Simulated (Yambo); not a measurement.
G0W0@LDA for Ba₂ScNbO₆ (space group Fm-3m, No. 225) in Yambo. Reference settings: 2×2×2 Γ-centred k mesh, bands 3 to 219 and a 7 Ry block in the screening, 219 bands in G with the Bruneval-Gonze terminator, plasmon pole fitted at 27.2 eV. The LDA gap Γ → Γ on this mesh is 2.62 eV; G0W0 gaps are taken between the same points.

The settings were changed. The gap went from 4.31 eV to 4.50 eV, and the shift of the valence edge from -0.40 eV to -0.25 eV.

Name the change that produced these shifts.
(A) 1×1×1 mesh
(B) 66 bands in W, 66 bands in G, 2 Ry block
(C) 66 bands in W, 66 bands in G, 3 Ry block
(D) 174 bands in W, 174 bands in G, 3 Ry block, no terminator

D, 174 bands in W, 174 bands in G, 3 Ry block, no terminator. The others gave (gap, valence shift): 1×1×1 mesh: 4.22, -0.29 eV; 66 bands in W, 66 bands in G, 2 Ry block: 5.08, -0.42 eV; 66 bands in W, 66 bands in G, 3 Ry block: 4.94, -0.33 eV.

Spin-orbit coupling is not included.

Geometry of the Materials Project entry, not relaxed at this level; primitive cell a = b = c = 5.8607 Å, α = β = γ = 60.00°.

The structure is a Materials Project entry; no match was found in the copy of COD used, and its stability was not checked.

A shift is the quasiparticle energy of the state minus its LDA energy.
